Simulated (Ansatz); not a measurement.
A generator proposed this cell of Si2Br3.

```yaml
crystal:
  lattice:
    - [4.52678, 0.00000, 0.00000]
    - [-2.26339, 3.92030, 0.00000]
    - [0.00000, 0.00000, 8.03971]
  atoms:
    - { symbol: Si, position: [0.33333, 0.66667, 0.43266] }
    - { symbol: Si, position: [0.66667, 0.33333, 0.56734] }
    - { symbol: Br, position: [0.50000, 0.00000, 0.00000] }
    - { symbol: Br, position: [0.00000, 0.50000, 0.00000] }
    - { symbol: Br, position: [0.50000, 0.50000, 0.00000] }
```

Computed with DFT PBE, scalar-relativistic, plane waves, PAW in Ansatz 0.2.0. Plane waves to 420 eV, a k mesh through Γ of 6×6×2 on the computed 5-atom cell and Gaussian smearing (0.10 eV); no spin polarisation.

Formation energies are uncorrected and refer to the elements' standard structures at the same level. The references include crystalline Br.

**Question.** How far from equilibrium is it?

**Answer.** The pressure is 27.7 GPa (the mean over three directions, positive in compression), the largest force is 2.25 eV/Å, and the energy is +2.31 eV/atom against the elements. The shortest distance is 2.26 Å.

**Question.** How much does it gain on relaxing, and where does it end?

**Answer.** Relaxing gains about 2.2 eV/atom (the start's value is from the coarse mesh, so the gain is rough) in 42 ionic steps and ends at +0.13 eV/atom on the finer mesh. The symmetry goes from P-3m1 (No. 164) to P6/mmm (No. 191). The volume per atom grows by 25.4 %, from 28.5 to 35.8 Å³. The shortest distance goes from 2.26 Å (Br–Br) to 2.83 Å (Si–Br). Conventional cell: a = 7.610 Å, c = 3.567 Å. Si has 6 Br at 2.83 Å; Br is surrounded by 4 Si at 2.83 Å.

The last run used a 6×6×10 mesh (in the run's order of axes) for its 5-atom cell and Gaussian smearing of 0.10 eV. An odd number of electrons in the primitive cell allows no gap without spin; a larger cell or a magnetic state could open one. The cell is a metal run without spin; a magnetic state may lie lower. The reference form of Br is held partly by dispersion forces, which this level lacks. The relaxation can't lower the symmetry of the start. A structure relaxed within its symmetry needn't be a true minimum.
